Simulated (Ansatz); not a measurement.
ScAl:
```
CELL_PARAMETERS angstrom
      1.68013    -5.52459     0.00000
      1.68013     5.52459     0.00000
      0.00000     0.00000     4.34354
ATOMIC_POSITIONS crystal
  Sc 0.83947 0.16053 0.75000
  Sc 0.16053 0.83947 0.25000
  Al 0.56972 0.43028 0.75000
  Al 0.43028 0.56972 0.25000
```

Relaxed with r²SCAN.

Tabulate the valence density and the electron localisation function along the shortest Sc–Al contact (2.92 Å), DFT-r²SCAN in the program Ansatz with PAW potentials.



```csv
distance from Sc (Å),density (e/Å³),ELF
0.29,6.82,0.37
0.44,5.39,0.66
0.58,3.39,0.75
0.73,1.67,0.69
0.88,0.70,0.41
1.02,0.31,0.14
1.17,0.19,0.09
1.32,0.17,0.16
1.46,0.17,0.35
1.61,0.18,0.54
1.75,0.20,0.63
1.90,0.21,0.64
2.05,0.21,0.55
2.19,0.18,0.33
2.34,0.12,0.10
2.48,0.08,0.02
2.63,0.07,0.11
```

The density is the valence pseudo-density with augmentation charge, so density and ELF within about 1 Å of a nucleus are not all-electron values.

Space group Cmcm. The workflow started from a Materials Project entry (that database holds measured and hypothetical structures alike); the Crystallography Open Database copy checked does not list it. Whether it is the stable phase at ambient conditions was not checked. The r²SCAN relaxation kept the symmetry of its start; whether a distortion lowers the energy is not shown. The run is not spin-polarised. Axis ratios of metals converge slowly with the k-mesh, so a and c are less sure than the volume.

Potentials: the later of the program's two PAW sets.
